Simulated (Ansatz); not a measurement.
# NaWO3: pressure against volume

A database entry relaxed whole under r2SCAN (Pm-3m):

```
CELL_PARAMETERS angstrom
3.87680 0.00000 0.00000
0.00000 3.87680 0.00000
0.00000 0.00000 3.87680
ATOMIC_POSITIONS crystal
Na 0.00000 0.00000 0.00000
W 0.50000 0.50000 0.50000
O 0.50000 0.50000 0.00000
O 0.00000 0.50000 0.50000
O 0.50000 0.00000 0.50000
```

The cell was scaled uniformly, its shape held, and the atoms relaxed at each volume with plane-wave PAW DFT (Ansatz 0.2.0; r2SCAN, 500 eV, 9×9×9 Γ-centred mesh, fermi-dirac occupations of width 0.100 eV; no spin, no spin-orbit coupling). One row is withheld.

```csv
volume (Å³/atom),energy over the lowest (meV/atom),pressure (GPa)
10.954,34.0,16.45
11.187,14.6,10.40
11.420,3.6,4.97
11.653,0.0,0.10
11.886,?,?
12.120,12.3,-8.18
12.353,26.8,-11.69
```

Fit the pressures of the other rows to the third-order Birch-Murnaghan form.

With f = [(V₀/V)^(2/3) − 1]/2 and P = 3B₀f(1 + 2f)^(5/2)[1 + 3(B₀′ − 4)f/2], least squares gives V₀ = 11.66 Å³ an atom, B₀ = 230 GPa and B₀′ = 4.4; the rows miss the fit by less than 0.01 GPa. The slope of the energies differs from these pressures by less than 0.05 GPa.

What does the withheld row hold?

The fit gives -4.26 GPa at 11.886 Å³; the run gave -4.26 GPa and 3.1 meV an atom.

Caveats: the shape of the cell was held; 0 K, fixed nuclei; the symmetry was kept, and this need not be the phase that is stable at 0 K; one mesh for all volumes; pressure is positive in compression.
